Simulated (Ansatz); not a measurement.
Te$_{2}$Mo:
```xyz
6
Lattice="3.4966 0.0000 0.0000 -1.7483 3.0281 0.0000 0.0000 0.0000 13.7005" Properties=species:S:1:pos:R:3 pbc="T T T"
Te     0.0000     2.0187     8.4582
Te     1.7483     1.0094     5.2423
Te     1.7483     1.0094     1.6080
Te     0.0000     2.0187    12.0926
Mo     0.0000     2.0187     3.4251
Mo     1.7483     1.0094    10.2754
```

Relaxed with PBE+D3(BJ). Special points in fractions of this cell's reciprocal vectors: Γ (0.000, 0.000, 0.000); M (0.500, 0.000, 0.000); K (0.333, 0.333, 0.000); A (0.000, 0.000, 0.500); L (0.500, 0.000, 0.500); H (0.333, 0.333, 0.500).

Problem. List the band energies nearest the valence-band maximum at these points for plane-wave PAW PBE+D3(BJ) with spin–orbit coupling (Ansatz code).

Solution. In eV from the valence-band maximum; about four levels below and three above (degenerate sets whole), none deeper than 8.9 eV; points with the same levels are listed once.

```
k                    below                above
-  -----------------------  -------------------
Γ    -0.25 -0.25 0.00 0.00  2.51 2.51 2.69 2.69
M  -0.64 -0.64 -0.27 -0.27  1.24 1.24 1.31 1.31
K  -0.44 -0.44 -0.06 -0.06  0.90 0.90 0.95 0.95
A  -0.07 -0.07 -0.07 -0.07  2.55 2.55 2.55 2.55
L  -0.46 -0.46 -0.46 -0.46  1.26 1.26 1.26 1.26
H  -0.39 -0.39 -0.19 -0.19  0.96 0.96 1.00 1.00
```

Space group P6_3/mmc. The PBE+D3(BJ) relaxation kept the symmetry of its start. No spin polarisation was allowed.

Potentials: the later of the program's two PAW sets.
